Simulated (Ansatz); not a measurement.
The start is a relaxed Be cell displaced along its unstable phonon at q = (½, ½, ½) of its primitive reciprocal cell (433i cm⁻¹), largest move 0.15 Å. The cell and all atomic positions are relaxed at zero pressure with r2SCAN (plane waves to 500 eV, PAW, scalar-relativistic; Ansatz, a first-principles code). The first steps use a coarse 17×17×17 k-mesh.

Starting cell:
```yaml
crystal:
  lattice:
    - [-4.19785, 4.19785, 2.12030]
    - [0.00000, 0.00000, 2.12030]
    - [0.00000, 4.19785, 0.00000]
  atoms:
    - { symbol: Be, position: [0.00000, 0.25000, 0.46427] }
    - { symbol: Be, position: [0.50000, 0.25000, 0.53573] }
    - { symbol: Be, position: [0.00000, 0.00000, 0.96427] }
    - { symbol: Be, position: [0.50000, 0.00000, 0.03573] }
```

**Question.** How does the volume change?

**Answer.** -15.4 %, from 9.34 to 7.90 Å³/atom.

**Question.** Does it find its way back to the structure it was made from?

**Answer.** It does not go back: it reaches P6₃/mmc (No. 194), hcp (Mg type), 0.76 eV/atom below the parent.

Final values are on a 23×23×13 k-mesh of the relaxed cell. No spin polarisation in the result.

The run could not lose the symmetry of its start.

Of the parent cell (I4₁/amd (No. 141)): it is a generated cell of Be: the first start was made by placing the elements on the sites of a structure type, and the end was not matched to a known phase here, so it may be hypothetical. Known forms of Be include space group No. 194.
